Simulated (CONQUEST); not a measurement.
Input and output of a self-consistent single point for HgTe (P3_121, 12 atoms in the cell; from Materials Project mp-358, changed as shown) (CONQUEST).

Method: LDA (PW92), numerical atomic orbitals double-zeta with polarisation (the shipped basis), PseudoDojo norm-conserving potentials made for LDA (CONQUEST).

The change in words: lattice scaled by 1.02. Reference geometry (P3_121):
```
HgTe
1.0
    4.76810     0.00000     0.00000
    0.00000     8.25859     0.00000
    0.00000     0.00000    10.67543
Hg Te
6 6
Direct
  0.15807   0.15807   0.00000
  0.68386   0.00000   0.33333
  0.65807   0.34193   0.66667
  0.65807   0.65807   0.00000
  0.18386   0.50000   0.33333
  0.15807   0.84193   0.66667
  0.24279   0.24279   0.50000
  0.51443   0.00000   0.83333
  0.74279   0.25722   0.16667
  0.74279   0.74279   0.50000
  0.01443   0.50000   0.83333
  0.24279   0.75721   0.16667
```

Reference input (self-consistent single point, DFT, LDA (PW92), numerical atomic orbitals double-zeta with polarisation (the shipped basis), PseudoDojo norm-conserving potentials made for LDA): basis = DZP; Diag.MPMeshX, Y, Z = 4 2 2; potentials = PseudoDojo norm-conserving LDA; Grid.GridCutoff = 175 Ha; DM.SolutionMethod = diagon; Diag.kT = 0.001837 Ha; Diag.GammaCentred = true; minE.SCTolerance = 1.0e-06; SC.MaxIters = 100; SC.LinearMixingFactor = 0.3; AtomMove.TypeOfRun = static. This run's input differs from it in these lines:

```diff
@@ -30,5 +30,5 @@
 # file: HgTe.in
-     9.010406914      0.000000000      0.000000000
-     0.000000000     15.606480834      0.000000000
-     0.000000000      0.000000000     20.173640852
+     9.190614977      0.000000000      0.000000000
+     0.000000000     15.918610678      0.000000000
+     0.000000000      0.000000000     20.577114387
 12
```

The program printed (abridged):

```
    new_SC_potl: Starting.  Tolerance:  0.10000E-05

    PulayMixSC: Starting Pulay mixing, A_up =  0.300 A_dn =  0.300
    PulayMixSC: Spin non-polarised calculation.
          Harris-Foulkes Energy            :    -44300.147234308104089 eV
          GroundState Energy (E-(1/2)TS)   :    -44300.147310611020657 eV
          Free Energy (E-TS)               :    -44300.147386913922674 eV
          DFT Total Energy                 :    -44295.460386262697284 eV
          Total number of electrons        :       216.000000000001393
    PulayMixSC: Pulay iteration     1 residual:              0.69250E-03
   [... lines left out ...]
          Total number of electrons        :       216.000220827065135
    PulayMixSC: Pulay iteration     7 residual:              0.27187E-05
          Harris-Foulkes Energy            :    -44298.081420718634035 eV
          GroundState Energy (E-(1/2)TS)   :    -44298.082358856525389 eV
          Free Energy (E-TS)               :    -44298.083296994409466 eV
          DFT Total Energy                 :    -44298.081415924054454 eV
          Total number of electrons        :       216.000222662983106
    PulayMixSC: Pulay iteration     8 residual:              0.97331E-06
    PulayMixSC: Reached SCF tolerance of  0.97331E-06 after      8 iterations
      | Number of electrons      =       216.000223
      |* band energy as 2Tr[K.H] =     -7453.341236842141370 eV
      |  screened ion-ion energy =    -34345.230171614537539 eV
      |  Ha correction           =       185.844782868515750 eV
      |  XC correction           =     -2685.352780826479830 eV
      | GS Energy as E-(1/2)TS   =    -44298.082358856525389 eV
      | Free Energy as E-TS      =    -44298.083296994409466 eV
      |* Harris-Foulkes energy   =    -44298.081420718634035 eV
      |* DFT total energy        =    -44298.081415924054454 eV
      |  estimated accuracy      =        -0.000004794579425 eV

    force: Forces on atoms (eV/a0)
    force:  Atom   X              Y              Z
   [... lines left out ...]
    force: Maximum force :        0.26574175(eV/a0) on atom        11 in x direction
   [... lines left out ...]
    force: Force Residual:        0.19236400 eV/a0
    force: Total stress:          5.44917115     0.00506790     0.00539601 GPa
                             0.00506790     5.56105294     0.00377358
                             0.00539601     0.00377358     6.42108966
    force: Average pressure:     -5.81043792 GPa

    force: Finished force
    get_E_and_F: Change in energy during last step of electronic optimisation:  0.30571E-06
```

The run converged in 8 iterations. CONQUEST prints the stress tensor with tension positive. Against the reference run the free energy goes up by 69.2 meV/atom, the pressure goes from -4.49 to -5.81 GPa, the largest force goes from 0.227 to 0.520 eV/Å and the gap on the mesh goes from 0.425 to 0.360 eV.

Spin-orbit coupling is left out, which matters for bands and gaps with elements this heavy. The program uses no crystal symmetry, so grid and mesh can part values that symmetry would make equal. The atom-centred basis is finite, which shifts total energies, pressures, gaps and forces against plane waves. The structure comes from a collection of computed structures, made at another level of theory; the collection holds predicted forms beside known ones. Its lattice was then scaled.

Cost on one core: roughly 2.4 core-minutes.
